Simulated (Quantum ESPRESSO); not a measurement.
Simulation results for Mg2AlSe3Cl (made-up cell, one site empty)

Calculation on a made-up crystal cell, not a measurement: periodic Kohn-Sham density functional theory in plane waves with PseudoDojo standard norm-conserving scalar-relativistic pseudopotentials, each functional with its own files (v0.5 for PBE, v0.4.1 for LDA and PBEsol), no spin polarisation, no spin-orbit coupling, atoms not relaxed, stress positive in tension, energies less a fixed whole-eV offset for each atom's element; levels are Kohn-Sham levels at fractions of this cell's reciprocal vectors, counted from the reference band (half the neutral cell's valence electrons, rounded up) at Gamma; error bars cover cutoff and k-mesh only, not smearing or the files; each bar is the largest change over components, and at least 0.002 eV, 0.002 eV per angstrom or 0.02 GPa; added strain carries the atoms with the cell, and shear is the tensor component; energies are for the whole cell, and the offsets were chosen from early runs and are not element reference energies; machines and their load varied, so run times do not measure scaling. Program: Quantum ESPRESSO 7.5.

Common to all runs: lattice type wurtzite; empty site 4; functional pbe; cutoff 1170 eV; fermi dirac smearing 0.1 eV; scf tolerance 1e-07 eV; electrons removed 0; run processor AMD EPYC, Zen 5 class, virtual cores; k mesh 7 x 6 x 6, shifted by half a step.

(1) 
```xyz
7
Lattice="3.9931 0.0128 -0.0258 0.0221 6.7950 0.1075 -0.0421 0.1013 6.4915" Properties=species:S:1:pos:R:3 formula=Mg2AlSe3Cl run_command=pw.x_-nk_1_-in_in free_energy_less_offsets=1.273 scf_iterations=10 smearing_term_minus_ts=-0.005393 pressure=3.492 stress_xx=-4.47 stress_yy=-4.348 stress_zz=-1.658 stress_yz=0.8421 stress_xz=-0.7062 stress_xy=0.9785 fermi_level=0.2957 reference_band=39 error_bar_energy=0.003365 error_bar_stress=0.02 error_bar_force=0.00742 error_bar_next_band_up=0.002 error_bar_fermi_level=0.002357 error_bars_from=tighter_rerun_of_a_related_cell wall_time_of_scf_and_band_steps_on_a_shared_machine=1760
Mg    -0.0300     0.0628     0.0205
Al     2.0530     3.3715    -0.0421
Mg     2.0342     1.2583     3.2356
Cl     0.0512    -0.0695     2.5809
Se     2.0904     3.5445     2.4894
Se     1.9538     1.2387     5.6464
Se     0.0994     4.6280     5.7643
```

Units: free_energy_less_offsets, smearing_term_minus_ts, fermi_level, error_bar_energy, error_bar_next_band_up, error_bar_fermi_level in eV; pressure, stress_xx, stress_yy, stress_zz, stress_yz, stress_xz, stress_xy, error_bar_stress in GPa; error_bar_force in eV/Å; wall_time_of_scf_and_band_steps_on_a_shared_machine in s.

Atoms:
| atoms element | atom site | atom energy offset (eV) |
| --- | --- | --- |
| Mg | 1 | -1617 |
| Al | 2 | -64 |
| Mg | 3 | -1617 |
| Cl | 5 | -449 |
| Se | 6 | -3300 |
| Se | 7 | -3300 |
| Se | 8 | -3300 |

Forces:
| site | x (eV/Å) | y (eV/Å) | z (eV/Å) |
| --- | --- | --- | --- |
| 1 | 0.411 | -0.8572 | 1.292 |
| 2 | 0.7128 | 0.7725 | 2.483 |
| 3 | 0.03426 | 0.06405 | -1.366 |
| 5 | -0.07023 | 0.02893 | -0.3688 |
| 6 | 0.02682 | -0.1173 | -1.513 |
| 7 | -0.3194 | 0.2691 | 0.406 |
| 8 | -0.7952 | -0.16 | -0.9333 |

Levels:
| level k point | next band up (eV) |
| --- | --- |
| Gamma | 0.1409 |
| (1/2,1/2,1/2) | 0.9577 |
| (0.15,0,0) | 1.028 |
| (0,0.15,0) | 0.4119 |
| (0,0,0.15) | 0.3448 |

(2) 
```xyz
7
Lattice="3.9931 0.0128 -0.0258 0.0221 6.7950 0.1075 -0.0421 0.1013 6.4915" Properties=species:S:1:pos:R:3 formula=Mg2AlSe3Cl run_command=mpirun_-np_4_pw.x_-nk_4_-in_in free_energy_less_offsets=0.9922 scf_iterations=10 smearing_term_minus_ts=-0.0001498 pressure=3.674 stress_xx=-4.72 stress_yy=-4.615 stress_zz=-1.688 stress_yz=0.5826 stress_xz=-0.716 stress_xy=1.118 reference_band=39 error_bar_energy=0.003365 error_bar_stress=0.02 error_bar_force=0.00742 error_bar_next_band_up=0.002 error_bars_from=tighter_rerun_of_a_related_cell wall_time_of_scf_and_band_steps_on_a_shared_machine=215.1
Mg    -0.0300     0.0628     0.0205
Al     2.0530     3.3715    -0.0421
Mg     2.0342     1.2583     3.2356
Se     0.0512    -0.0695     2.5809
Cl     2.0904     3.5445     2.4894
Se     1.9538     1.2387     5.6464
Se     0.0994     4.6280     5.7643
```

Units: free_energy_less_offsets, smearing_term_minus_ts, error_bar_energy, error_bar_next_band_up in eV; pressure, stress_xx, stress_yy, stress_zz, stress_yz, stress_xz, stress_xy, error_bar_stress in GPa; error_bar_force in eV/Å; wall_time_of_scf_and_band_steps_on_a_shared_machine in s.

Atoms:
| atoms element | atom site | atom energy offset (eV) |
| --- | --- | --- |
| Mg | 1 | -1617 |
| Al | 2 | -64 |
| Mg | 3 | -1617 |
| Se | 5 | -3300 |
| Cl | 6 | -449 |
| Se | 7 | -3300 |
| Se | 8 | -3300 |

Forces:
| site | x (eV/Å) | y (eV/Å) | z (eV/Å) |
| --- | --- | --- | --- |
| 1 | 0.3945 | -0.4419 | 1.665 |
| 2 | 0.7006 | 0.2989 | 1.628 |
| 3 | 0.1155 | 0.03167 | -1.574 |
| 5 | -0.1274 | 0.02621 | -0.334 |
| 6 | -0.004224 | -0.1952 | -1.383 |
| 7 | -0.2982 | 1.093 | 0.5633 |
| 8 | -0.7807 | -0.8124 | -0.5656 |

Levels:
| level k point | next band up (eV) |
| --- | --- |
| Gamma | 1.133 |
| (1/2,1/2,1/2) | 1.919 |
| (0.15,0,0) | 2.08 |
| (0,0.15,0) | 1.34 |
| (0,0,0.15) | 1.263 |

(3) 
```xyz
7
Lattice="3.9931 0.0128 -0.0258 0.0221 6.7950 0.1075 -0.0421 0.1013 6.4915" Properties=species:S:1:pos:R:3 formula=Mg2AlSe3Cl run_command=mpirun_-np_4_pw.x_-nk_4_-in_in
Mg    -0.0300     0.0628     0.0205
Al     2.0530     3.3715    -0.0421
Mg     2.0342     1.2583     3.2356
Se     0.0512    -0.0695     2.5809
Se     2.0904     3.5445     2.4894
Cl     1.9538     1.2387     5.6464
Se     0.0994     4.6280     5.7643
```

Atoms:
| atoms element | atom site | atom energy offset (eV) |
| --- | --- | --- |
| Mg | 1 | -1617 |
| Al | 2 | -64 |
| Mg | 3 | -1617 |
| Se | 5 | -3300 |
| Se | 6 | -3300 |
| Cl | 7 | -449 |
| Se | 8 | -3300 |

**Q.** Mg2AlSe3Cl (made-up cell, one site empty) (entry 3): fermi level?
**A.** 0.4463 eV

**Q.** Give the table of forces values for Mg2AlSe3Cl (made-up cell, one site empty) (entry 3).
**A.** 
Forces:
| site | x (eV/Å) | y (eV/Å) | z (eV/Å) |
| --- | --- | --- | --- |
| 1 | 0.2181 | -0.5907 | 1.664 |
| 2 | 0.7025 | 1.151 | 2.926 |
| 3 | 0.06454 | -0.2259 | -1.518 |
| 5 | -0.1135 | -0.3275 | -0.3133 |
| 6 | 0.006166 | 0.4061 | -1.629 |
| 7 | -0.1516 | 0.1707 | 0.1265 |
| 8 | -0.7262 | -0.5836 | -1.257 |

Further results for Mg2AlSe3Cl (made-up cell, one site empty) (entry 3):

```
free energy less offsets                            : 3.022 eV
scf iterations                                      : 12
smearing term minus ts                              : -0.05052 eV
pressure                                            : 3.406 GPa
stress xx                                           : -4.745 GPa
stress yy                                           : -6.968 GPa
stress zz                                           : 1.495 GPa
stress yz                                           : 0.5748 GPa
stress xz                                           : -0.602 GPa
stress xy                                           : 0.6885 GPa
reference band                                      : 39
error bar energy                                    : 0.003365 eV
error bar stress                                    : 0.02 GPa
error bar force                                     : 0.00742 eV/Å
error bar next band up                              : 0.002 eV
error bar fermi level                               : 0.002357 eV
error bars from                                     : tighter rerun of this cell
wall time of scf and band steps on a shared machine : 246.8 s
```

Levels:
| level k point | next band up (eV) |
| --- | --- |
| Gamma | 0.4843 |
| (1/2,1/2,1/2) | 0.5954 |
| (0.15,0,0) | 0.4578 |
| (0,0.15,0) | 0.4669 |
| (0,0,0.15) | 0.4749 |
